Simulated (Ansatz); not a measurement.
## Stability checks on a candidate for ErCl

The cell was found from a structure generator's guess, not taken from experiment.

Method: DFT PBE, scalar-relativistic, plane waves, PAW, and for the lanthanide a 4f-in-core norm-conserving potential, in Ansatz 0.2.0. The final run on the 2-atom cell used 770 eV, a Γ-centred 18×18×14 mesh, 0.10 eV smearing and no spin polarisation.

Space group P-6m2 (No. 187). a = 3.442 Å, b = 3.442 Å, c = 4.345 Å, α = 90.00°, β = 90.00°, γ = 120.00°
```tsv
atom	site	symmetry	x	y	z
Er	1b	-6m2	0.0000	0.0000	0.5000
Cl	1e	-6m2	0.6667	0.3333	0.0000
```

The zero of energy is the elements' standard structures at the same level (Cl₂ as a molecule); no fitted shifts are applied.

Problem. These tests were run: energy against the elements; phonons at Γ. What do they show?

Solution.

```tsv
test	result
energy against the elements	−1.26 eV/atom
phonons at Γ	lowest optical mode 115 cm⁻¹
```

It fails none of these tests. Other phases of the system weren't compared here, so this isn't yet thermodynamic stability. Phonons away from Γ weren't computed.

The run for the phonons used an 18×18×14 k mesh and Fermi–Dirac smearing of 0.15 eV.

The lanthanide is trivalent by construction, without f bands, f moments or other valences. The reference runs of the other elements, and any phases without the lanthanide, used 420 eV, which shifts energies against them by under 10 meV/atom. The lanthanide's reference is the lowest of its hcp, dhcp and fcc cells.
